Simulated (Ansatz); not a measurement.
The cell below belongs to a search over invented structures; it isn't taken from experiment.

Input and command of a plane-wave DFT calculation in Ansatz:

```yaml
crystal:
  lattice:
    - [4.82732918, 0.0, 0.0]
    - [-2.41366459, 4.1805897, 0.0]
    - [0.0, 0.0, 8.88915169]
  atoms:
    - { symbol: Sb, position: [0.0, 0.0, 0.0] }
    - { symbol: As, position: [0.33333333, 0.66666667, 0.5] }
    - { symbol: As, position: [0.66666667, 0.33333333, 0.5] }
    - { symbol: As, position: [0.0, 0.0, 0.74813298] }
    - { symbol: As, position: [0.0, 0.0, 0.25186702] }
    - { symbol: Au, position: [0.0, 0.0, 0.5] }
basis:
  ecutwfc: 420
kpoints:
  mp_grid: { grid: [6, 6, 2] }
hamiltonian:
  xc: pbe
scf:
  occupations: { method: gaussian, width: 0.1 }
  lower_state_search: "off"
output:
  forces: true
  stress: true
  eigenvalues: true
relax:
  adjacent_minimum: "off"
  f_tol: 0.04
  max_steps: 70
  cell: { stress_tol: 0.4 }
```

```bash
ansatz run input.yaml --threads 1 --pin off --max-ram 2560MiB --backend cpu --events-out ev --progress --plain --runs-dir out
```

Processor: Intel(R) Xeon(R) CPU @ 2.60GHz (Ice Lake), 1 thread, on a host shared with other jobs.

**Question.** Estimate time, memory and problem size.

**Answer.** About 64 s, peak memory 0.6 GiB. It solves 57 bands at 14 k points (after reduction by symmetry) with about 3959 plane waves (on the last cell), in 46 SCF iterations over 7 ionic steps.
